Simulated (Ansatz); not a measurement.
# Field gradients of La7Rh3 from run to run

Cell of run 1: a computed structure from the Materials Project (it need not be an observed phase), atoms as given.

Space group P6_3mc (No. 186); a = 10.3159, c = 6.4882 Å, γ = 120.00°.

```csv
site,Wyckoff,site symmetry,x,y,z
La1,2b,3m.,0.6667,0.3333,0.5671
La3,6c,.m.,0.8749,0.7498,0.7641
La9,6c,.m.,0.4578,0.9156,0.5931
Rh,6c,.m.,0.1900,0.3799,0.8562
```

One atom of each set is listed.

Relaxed positions (PBE, cell held):

La1 (0.6667, 0.3333, 0.5598)
La3 (0.8747, 0.7495, 0.7858)
La9 (0.4607, 0.9214, 0.5968)
Rh (0.1880, 0.3760, 0.8333)

All runs are DFT with Ansatz 0.2.0 (plane waves and PAW, scalar-relativistic unless spin–orbit coupling is named, Γ-centred meshes, Fermi–Dirac smearing where given) in this cell.

Run 1: PBE, atoms as given; 420 eV, 4×4×5 k-points, smearing 0.05 eV.
Run 2: PBE, atoms relaxed; 420 eV, 4×4×5 k-points, smearing 0.05 eV.
Run 3: r2SCAN, at the relaxed atoms; 500 eV, 4×4×5 k-points, smearing 0.05 eV.

(1) What does each run give, and what moves the gradients most?

Answers

(1) 

```json
{"run": "1", "La1 V_zz (η)": "-2.16 (0.00)", "La3 V_zz (η)": "6.08 (0.80)", "Rh V_zz (η)": "7.68 (0.33)"}
{"run": "2", "La1 V_zz (η)": "-4.05 (0.00)", "La3 V_zz (η)": "6.70 (0.52)", "Rh V_zz (η)": "7.27 (0.80)"}
{"run": "3", "La1 V_zz (η)": "-4.92 (0.00)", "La3 V_zz (η)": "6.37 (0.73)", "Rh V_zz (η)": "8.72 (0.74)"}
```

V_zz in 10²¹ V/m²; 3 of the 4 sets of like atoms are followed. Against run 1, the gradient tensors on these sites move by at most 5.30 in run 2 (Rh), 6.05 in run 3 (Rh). Taken one at a time, the positions of the atoms (as given or relaxed) move the tensors on these sites by up to 5.30 (largest principal value of the change, on Rh), the functional (r2SCAN with its higher cutoff) by 1.45 (Rh). On La3 and Rh V_xx and V_yy change places between runs (or their axes turn by over 50°), so η hides a larger change.

Without spin–orbit coupling (the program notes it for La and Rh) the gradients can shift somewhat, as the gap is small. With these PAW files V_zz is typically within 2 to 3 % of all-electron values, but misses above 10 % occur on Rh. In runs 1, 2, 3 there is no gap above 0.1 eV, so the gradients can move by 10 % or more with the k-mesh.
